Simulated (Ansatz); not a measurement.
BAs (CsCl type, space group No. 221) under volume change, r²SCAN (plane waves, PAW; program Ansatz), scaled uniformly.

```json
[
 {"V (Å³/atom)": "11.534", "E − E(relaxed) (meV/atom)": "37.9", "P (GPa)": "11.39"},
 {"V (Å³/atom)": "11.915", "E − E(relaxed) (meV/atom)": "16.1", "P (GPa)": "7.06"},
 {"V (Å³/atom)": "12.295", "E − E(relaxed) (meV/atom)": "3.9", "P (GPa)": "3.33"},
 {"V (Å³/atom)": "12.675", "E − E(relaxed) (meV/atom)": "0.0", "P (GPa)": "0.00"},
 {"V (Å³/atom)": "13.055", "E − E(relaxed) (meV/atom)": "3.6", "P (GPa)": "-2.94"},
 {"V (Å³/atom)": "13.436", "E − E(relaxed) (meV/atom)": "13.6", "P (GPa)": "-5.39"},
 {"V (Å³/atom)": "13.816", "E − E(relaxed) (meV/atom)": "28.8", "P (GPa)": "-7.45"}
]
```

Question: What does a third-order Birch–Murnaghan fit give for V₀, B₀ and B′?

Answer: V₀ = 12.67 Å³/atom, B₀ = 102 GPa, B′ = 3.7.

Space group Pm-3m (CsCl type). The cell is a constructed one: a structure type filled with these elements; neither database checked (COD, Materials Project) lists it. It is not the phase usual at ambient conditions (space group No. 216). Symmetry was held in the r²SCAN relaxation; its stability against distortions is not shown here.

Potentials: the later of the program's two PAW sets.
